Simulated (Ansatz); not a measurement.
CsH3O2:
```
CELL_PARAMETERS angstrom
      0.00000     2.22790    -4.06192
      0.00000     2.22790     4.06192
      4.24354     0.00000     0.00000
ATOMIC_POSITIONS crystal
  Cs 0.01870 0.98130 0.00000
  H  0.43877 0.56123 0.50000
  H  0.55015 0.07453 0.50000
  H  0.92547 0.44985 0.50000
  O  0.31950 0.68050 0.50000
  O  0.66616 0.33384 0.50000
```

Relaxed with r²SCAN.

Task: Give the Bader charges and basin volumes of the independent atoms, r²SCAN (plane waves, PAW; program Ansatz).

Result: 

| atom | Bader charge (e) | Bader volume (Å³) |
|---|---|---|
| Cs1 | +0.89 | 35.6 |
| H2 | +0.58 | 1.9 |
| H3 | +0.63 | 1.4 |
| O5 | -1.36 | 18.6 |
| O6 | -1.37 | 18.0 |

Space group Amm2. The workflow started from a Materials Project entry (that database holds measured and hypothetical structures alike); the Crystallography Open Database copy checked does not list it. COD files the formula under space group No. 141. Its standing as an ambient phase is unchecked. The r²SCAN relaxation kept the symmetry of its start; whether a distortion lowers the energy is not shown. Spin–orbit coupling is left out wherever it is not named.

Potentials: the later of the program's two PAW sets.
